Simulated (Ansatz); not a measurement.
# Deforming ScPt

```yaml
crystal:
  lattice:
    - [3.27000, 0.00000, 0.00000]
    - [0.00000, 3.27000, 0.00000]
    - [0.00000, 0.00000, 3.27000]
  atoms:
    - { symbol: Sc, position: [0.50000, 0.50000, 0.50000] }
    - { symbol: Pt, position: [0.00000, 0.00000, 0.00000] }
```

Atom numbers follow the list: Sc1, Pt2.

The conventional cell has a = 3.270 Å, b = 3.270 Å, c = 3.270 Å, α = 90.00°, β = 90.00°, γ = 90.00°. Sc (atom 1) has 8 Pt at 2.83 Å as nearest neighbours. Around Pt (atom 2) lie 8 Sc at 2.83 Å.

The geometry is COD entry 1537628, unchecked; take it as a test cell.

Spin polarisation is left out, and whether a magnetic state lies lower isn't shown here.

Spin–orbit coupling is left out, though it moves levels of the heavy atoms by tenths of an eV or more.

Theory: DFT, LDA, PAW with Ansatz's default frozen-core files, scalar-relativistic in Ansatz 0.2.0.

Numerical set-up: a Γ-centred 10×10×10 k mesh, Fermi–Dirac smearing of 0.05 eV, cutoff 420 eV, no spin polarisation; the PAW files were made with PBE, and the program remakes their frozen cores for this functional.

The unchanged cell is at -5.44 GPa.

In a metal, stresses and small energies carry noise from the k mesh.

x, y and z are the Cartesian axes of the cell as listed; fractional coordinates follow a strain, and an engineering shear is twice the off-diagonal strain component.

Task: One change gave: energy change +2.8 meV/atom; stress change (xx, yy, zz, yz, xz, xy) 0.14, 0.14, 0.14, -0.91, -0.91, -0.91 GPa, compression positive. Which change was it?
A. equal xy, yz and zx engineering shear strains of +2 %
B. equal xy, yz and zx engineering shear strains of -2 %
C. equal xy, yz and zx engineering shear strains of +1 %
D. equal xy, yz and zx engineering shear strains of -1 %

Result: A. For equal xy, yz and zx engineering shear strains of -2 %: energy change +3.1 meV/atom; stress change (xx, yy, zz, yz, xz, xy) 0.14, 0.14, 0.14, 1.04, 1.04, 1.04 GPa, compression positive. For equal xy, yz and zx engineering shear strains of -1 %: energy change +0.8 meV/atom; stress change (xx, yy, zz, yz, xz, xy) 0.03, 0.03, 0.03, 0.49, 0.49, 0.49 GPa, compression positive. For equal xy, yz and zx engineering shear strains of +1 %: energy change +0.7 meV/atom; stress change (xx, yy, zz, yz, xz, xy) 0.03, 0.03, 0.03, -0.46, -0.46, -0.46 GPa, compression positive.
